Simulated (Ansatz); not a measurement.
The start is a relaxed Ag cell, doubled along one cell vector, shaken by Gaussian noise of σ = 0.08 Å a coordinate. A full variable-cell relaxation at zero pressure is run with PBEsol (plane waves to 420 eV, PAW, scalar-relativistic; Ansatz, a quantum-chemistry and plane-wave program). The first steps use a coarse 14×14×7 k-mesh.

Starting cell:
```
CELL_PARAMETERS angstrom
      0.00000     2.02739     2.02739
      2.02739     0.00000     2.02739
      4.05478     4.05478     0.00000
ATOMIC_POSITIONS crystal
  Ag 0.00259 0.03143 0.96317
  Ag 0.96489 0.02772 0.51184
```

What pressure does the first self-consistent step give?

+3.9 GPa (positive: the cell is compressed).

What is the largest force in the starting geometry, and on which atom (counted from 1)?

1.61 eV/Å, on Ag1, Ag2 (atoms numbered as listed).

How much energy is released per atom?

0.09 eV/atom.

Does it find its way back to the structure it was made from?

It returns to the parent structure, Fm-3m (No. 225).

How do the shortest distances between atoms change?

The closest pairs of elements (up to four, under 3.6 Å), start → end: Ag–Ag 2.65 → 2.87 Å.

What band gap does the relaxed structure have at this level?

Zero (metallic).

Final values are on a 20×20×20 k-mesh of the relaxed cell. No spin polarisation in the result.

The run could not lose the symmetry of its start.
